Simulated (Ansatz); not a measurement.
Theory: DFT PBE, scalar-relativistic, plane waves, PAW in Ansatz 0.2.0. Settings: cutoff 420 eV, Γ-centred meshes spaced at most about 0.3 Å⁻¹, and about 0.25 Å⁻¹ or finer for metals (2π included), Gaussian smearing. No spin polarisation in the final relaxations.

These are static total energies at zero pressure.

Two relaxed structures of CaCu4Bi:

A.

```xyz
6
Lattice="0.0000 3.7240 3.7240 3.7240 0.0000 3.7240 3.7240 3.7240 0.0000" Properties=species:S:1:pos:R:3 pbc="T T T"
Ca    0.0000    0.0000    0.0000
Cu    2.7863    4.6616    2.7863
Cu    2.7863    2.7863    4.6616
Cu    4.6616    2.7863    2.7863
Cu    4.6616    4.6616    4.6616
Bi    1.8620    1.8620    1.8620
```

B.

```xyz
6
Lattice="-3.7384 3.7384 2.8260 3.7384 -3.7384 2.8260 3.7384 3.7384 -2.8260" Properties=species:S:1:pos:R:3 pbc="T T T"
Ca    0.0000    0.0000    2.8260
Cu    2.6255    0.0000    2.8260
Cu    1.1129    3.7384    0.0000
Cu    0.0000    2.6255    2.8260
Cu    3.7384    1.1129    0.0000
Bi    0.0000    0.0000    0.0000
```

**Question.** Which form is favoured at zero pressure, and by what margin per atom?

**Answer.** A is lower, by 1.26 eV/atom. A has space group F-43m (No. 216), 17.2 Å³/atom and no gap on its mesh; B has space group I4/mmm (No. 139), 26.3 Å³/atom and no gap. Counting all near atoms (those within 1.25 times the shortest distance at each site; a plus sign parts nearer from farther groups), A has Ca 16, Cu 6+6, Bi 16 and B has Ca 6, Cu 1+1, Bi 2. The denser one is the lower, and pressure would at first widen the difference. Both come from invented guesses.

These runs have no spin–orbit coupling, which can matter for Bi. Cells relaxed within their symmetry can be saddle points.
